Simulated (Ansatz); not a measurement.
Relax this structure to zero stress and force, keeping its symmetry:

Space group R-3m:H (No. 166). a = 2.663 Å, b = 2.663 Å, c = 12.766 Å, α = 90.00°, β = 90.00°, γ = 120.00°
```json
{"atom": "Mn", "site": "3b", "symmetry": "-3m", "x": "0.6667", "y": "0.3333", "z": "0.8333"}
{"atom": "Ir", "site": "3a", "symmetry": "-3m", "x": "0.0000", "y": "0.0000", "z": "0.0000"}
```

The calculation used DFT LDA, scalar-relativistic, plane waves, PAW in Ansatz 0.2.0.

Settings: cutoff 420 eV, Γ-centred mesh 18×18×18 on the computed 2-atom cell, Gaussian smearing of 0.10 eV; collinear spin from starting moments 1.61 0 μB.

Problem. What does it relax to?

Solution. The volume goes down by 0.90 Å³/atom to 12.17 Å³/atom, and the energy falls by 60.7 meV/atom. The cell ends with a moment of 0.00 μB (only this magnetic start was tried). Final structure:
Space group R-3m:H (No. 166). a = 2.602 Å, b = 2.602 Å, c = 12.450 Å, α = 90.00°, β = 90.00°, γ = 120.00°
```tsv
atom	site	symmetry	x	y	z
Mn	3b	-3m	0.6667	0.3333	0.8333
Ir	3a	-3m	0.0000	0.0000	0.0000
```

Course of the relaxation (steps run on the plane waves of an earlier cell, and the basis is chosen afresh near the end, so energy and pressure can step there; trial steps that raised the energy were taken back; energies are free energies):

```csv
step,E − E_final (meV/atom),P (GPa),V (Å³/atom)
1,60.7,-19.52,13.07
2,19.8,14.51,11.74
3,0.6,-2.89,12.26
4,-0.3,0.16,12.16
5,-0.3,0.00,12.17
6,0.0,0.01,12.17
```

Spin-orbit coupling is left out, which matters for the bands of heavy elements. Only parallel moments were tried here.

Cost: 1 run of about 5.9 core-minutes, on Intel Xeon Platinum 8259CL (Skylake/Cascade Lake) (shared hosts).